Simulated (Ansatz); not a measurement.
Phonons of Sr (fcc, Cu type) at L = (0.5, 0.0, 0.0), X = (0.5, 0.5, 0.0).

Sr (fcc, Cu type)

```
CELL_PARAMETERS angstrom
      0.00000     3.01445     3.01445
      3.01445     0.00000     3.01445
      3.01445     3.01445     0.00000
ATOMIC_POSITIONS crystal
  Sr 0.00000 0.00000 0.00000
```

All values below come from PBE (plane waves to 420 eV, PAW, scalar-relativistic; Ansatz, a program for electronic structure). Harmonic phonons by density-functional perturbation theory on a 14×14×14 k mesh, in cm⁻¹ and rounded to 5; i marks imaginary ones, q is in fractions of the reciprocal vectors of the cell shown, and the three acoustic modes at Γ are left out. The program warned that its band solver left a few bands short of their tolerance. Sr was relaxed with its symmetry unable to fall. The PAW data are Ansatz's earlier set.

| q | wavenumbers (cm⁻¹) |
|---|---|
| L = (0.5, 0.0, 0.0) | 50 (×2), 95 |
| X = (0.5, 0.5, 0.0) | 80 (×2), 105 |

The structure shows no imaginary mode at these points (lowest 50 cm⁻¹ at L = (0.5, 0.0, 0.0)); other wave vectors were not tested.

Highest mode: 105 cm⁻¹ at X = (0.5, 0.5, 0.0).
